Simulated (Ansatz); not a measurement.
Relaxation of a relaxed Si cell with every coordinate shifted by Gaussian noise of σ = 0.3 Å; 2 atoms in the cell, which starts as P-1 (No. 2), aP2; a = 3.8497 Å, b = 3.8497 Å, c = 3.8497 Å, α = 60.00°, β = 60.00°, γ = 60.00°. Calculation: r2SCAN (plane waves to 500 eV, PAW, scalar-relativistic; Ansatz, a quantum-chemistry and plane-wave program). Γ-centred k-mesh 7×7×7 on the run's cell (coarser than for final values), Fermi–Dirac smearing 0.05 eV. This is the first round of the run. 

The optimiser's lines from the output (shortened; P is positive under compression):

```
relax step   1: F+E_penalty+E_count = -1274.17440306 eV  Δ(F+E_penalty+E_count) = +0.000e0 eV  max|allowed force component| = 3.809e0 eV/Å  Δτ_max = 0.0000 Å  P = +22.273 GPa  Ω = 40.343 Å³  (7 SCF iters, dr2 threshold 1.00e-7 eV, accepted)
relax step   2: F+E_penalty+E_count = -1276.17897383 eV  Δ(F+E_penalty+E_count) = -2.005e0 eV  max|allowed force component| = 3.864e0 eV/Å  Δτ_max = 0.1492 Å  P = +4.035 GPa  Ω = 41.327 Å³  (6 SCF iters, dr2 threshold 2.00e-7 eV, accepted)
relax step   3: F+E_penalty+E_count = -1277.36279445 eV  Δ(F+E_penalty+E_count) = -1.184e0 eV  max|allowed force component| = 1.238e0 eV/Å  Δτ_max = 0.1954 Å  P = -1.473 GPa  Ω = 41.221 Å³  (6 SCF iters, dr2 threshold 2.00e-7 eV, accepted)
relax step   4: F+E_penalty+E_count = -1277.94435828 eV  Δ(F+E_penalty+E_count) = -5.816e-1 eV  max|allowed force component| = 1.242e0 eV/Å  Δτ_max = 0.2000 Å  P = -1.314 GPa  Ω = 41.176 Å³  (6 SCF iters, dr2 threshold 2.00e-7 eV, accepted)
relax step   5: F+E_penalty+E_count = -1278.10739412 eV  Δ(F+E_penalty+E_count) = -1.630e-1 eV  max|allowed force component| = 6.490e-2 eV/Å  Δτ_max = 0.0525 Å  P = -1.242 GPa  Ω = 40.865 Å³  (5 SCF iters, dr2 threshold 2.00e-7 eV, accepted)
relax step   6: F+E_penalty+E_count = -1278.12502094 eV  Δ(F+E_penalty+E_count) = -1.763e-2 eV  max|allowed force component| = 2.788e-3 eV/Å  Δτ_max = 0.0090 Å  P = +0.257 GPa  Ω = 40.245 Å³  (5 SCF iters, dr2 threshold 2.00e-7 eV, accepted)
relax step   7: F+E_penalty+E_count = -1278.12510173 eV  Δ(F+E_penalty+E_count) = -8.079e-5 eV  max|allowed force component| = 4.880e-4 eV/Å  Δτ_max = 0.0001 Å  P = +0.025 GPa  Ω = 40.340 Å³  (3 SCF iters, dr2 threshold 2.00e-7 eV, accepted)
relax step   8: F+E_penalty+E_count = -1278.12510204 eV  Δ(F+E_penalty+E_count) = -3.146e-7 eV  max|allowed force component| = 2.052e-5 eV/Å  Δτ_max = 0.0000 Å  P = +0.001 GPa  Ω = 40.350 Å³  (3 SCF iters, dr2 threshold 1.93e-9 eV, accepted)
relax step   9: F+E_penalty+E_count = -1278.12510204 eV  Δ(F+E_penalty+E_count) = -8.049e-11 eV  max|allowed force component| = 2.019e-5 eV/Å  Δτ_max = 0.0000 Å  P = +0.001 GPa  Ω = 40.350 Å³  stress off target by 7.18e-4 GPa  SCF on the basis re-selected at this cell (its energy is not comparable with the rows above)  (4 SCF iters)
```

From the first to the last row the energy changes by -1.98 eV/atom and the volume by 0.0 %. The last row is marked as not comparable with the walk above it, whose basis was carried along; it does compare with step 1, since both stand on a basis selected at the nominal cutoff for their own cell.

Later rounds, restarted from the end of this one on a renewed k-mesh, logged 3 more steps and released under 0.01 eV/atom more. The final structure after all rounds: Fd-3m, origin choice 1 (No. 227), cF8, diamond type; a = b = c = 5.444 Å, α = β = γ = 90.00°. Between re-selections the logged energies stand on a plane-wave basis carried along with the cell. No spin polarisation in the result.

The run could not lose the symmetry of its start.
